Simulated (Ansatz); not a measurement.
Relaxed-ion elastic tensor of Ti (hcp (Mg type), P6_3/mmc) in GPa (Voigt order), plane-wave PAW PBEsol (Ansatz code); density 4.75 g/cm³, 16.72 Å³ per atom.

|  | 1 | 2 | 3 | 4 | 5 | 6 |
|---|---|---|---|---|---|---|
| 1 | 167 | 104 | 82.9 | 0.0 | 0.0 | 0.0 |
| 2 | 104 | 167 | 82.9 | 0.0 | 0.0 | 0.0 |
| 3 | 82.9 | 82.9 | 198 | 0.0 | 0.0 | 0.0 |
| 4 | 0.0 | 0.0 | 0.0 | 38.7 | 0.0 | 0.0 |
| 5 | 0.0 | 0.0 | 0.0 | 0.0 | 38.7 | 0.0 |
| 6 | 0.0 | 0.0 | 0.0 | 0.0 | 0.0 | 31.7 |

Question: Is the crystal mechanically stable?

Answer: Yes: the smallest eigenvalue of C is 31.7 GPa.

Question: Work out the Voigt, Reuss and Hill averages.

Answer: K_V = 119, K_R = 119, K_H = 119; G_V = 39.4, G_R = 37.7, G_H = 38.5 GPa.

Question: Give Young's modulus, Poisson's ratio, Pugh's ratio and the universal anisotropy index.

Answer: E = 9KG/(3K + G) = 104 GPa; ν = 0.35; K/G = 3.09 (ductile by the Pugh limit of 1.75); A_U = 5G_V/G_R + K_V/K_R − 6 = 0.22.

Question: Estimate the sound speeds and the Debye temperature.

Answer: v_l = √((K + 4G/3)/ρ) = 5990 m/s, v_t = √(G/ρ) = 2850 m/s, mean 3200 m/s; Θ = (h/k)(3n/4πV)^(1/3) v_m = 373 K.

Question: Solve the Christoffel equation for the three sound speeds along x, y, z.

Answer: Eigenvalues of C_ijkl n_j n_l equal ρv². In km/s, slowest first: x 2.58, 2.85, 5.93; y 2.58, 2.85, 5.93; z 2.85, 2.85, 6.46.

Question: How much does each axis shrink under pressure?

Answer: Linear compressibilities β_i = Σ_j S_ij (j = 1 to 3): x 2.9, y 2.9, z 2.6 per TPa.

The PBEsol relaxation kept the symmetry of its start. The run is not spin-polarised. As this level gives no gap, shear constants depend on the k-mesh and smearing (Fermi–Dirac, 0.1 eV here). On the denser mesh and wider smearing of the elastic run this cell carries a stress of 0.3 GPa.

Potentials: the later of the program's two PAW sets.
